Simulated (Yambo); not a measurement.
G0W0@PBEsol for LuVO4 (space group I4_1/amd, No. 141) in Yambo. Reference settings: 2×2×2 Γ-centred k mesh, bands 5 to 253 and a 7 Ry block in the screening, 253 bands in G with the Bruneval-Gonze terminator, plasmon pole fitted at 27.2 eV. The PBEsol gap Γ → Γ on this mesh is 2.87 eV; G0W0 gaps are taken between the same points.

```json
[
 {"change from the reference": "reference settings", "G0W0 gap Γ → Γ (eV)": "4.94", "shift of the valence edge (eV)": "-0.56"},
 {"change from the reference": "176 bands in G, no terminator", "G0W0 gap Γ → Γ (eV)": "5.09", "shift of the valence edge (eV)": "-0.17"},
 {"change from the reference": "176 bands in G", "G0W0 gap Γ → Γ (eV)": "4.92", "shift of the valence edge (eV)": "-0.55"},
 {"change from the reference": "pole fitted at 40 eV", "G0W0 gap Γ → Γ (eV)": "4.96", "shift of the valence edge (eV)": "-0.60"},
 {"change from the reference": "no terminator", "G0W0 gap Γ → Γ (eV)": "5.08", "shift of the valence edge (eV)": "-0.34"},
 {"change from the reference": "3 Ry block", "G0W0 gap Γ → Γ (eV)": "5.25", "shift of the valence edge (eV)": "-0.56"},
 {"change from the reference": "6 Ry block", "G0W0 gap Γ → Γ (eV)": "4.93", "shift of the valence edge (eV)": "-0.54"},
 {"change from the reference": "2 Ry block", "G0W0 gap Γ → Γ (eV)": "(withheld)", "shift of the valence edge (eV)": "-0.72"}
]
```

Problem. Estimate the withheld gaps from the other rows; the computed values follow.

Solution. 
- 2 Ry block, G0W0 gap Γ → Γ (eV): 5.64

The reference isn't shown to be the converged limit. In the run with 253 bands and a 7 Ry block, which covers more k points, the smallest G0W0 gap is 4.76 eV, X → Γ.

Geometry of the Materials Project entry, not relaxed at this level; primitive cell a = b = c = 5.8273 Å, α = β = 106.49°, γ = 115.62°.

The runs are not spin-polarised; magnetic order was not tried.

A shift is the quasiparticle energy of the state minus its PBEsol energy.
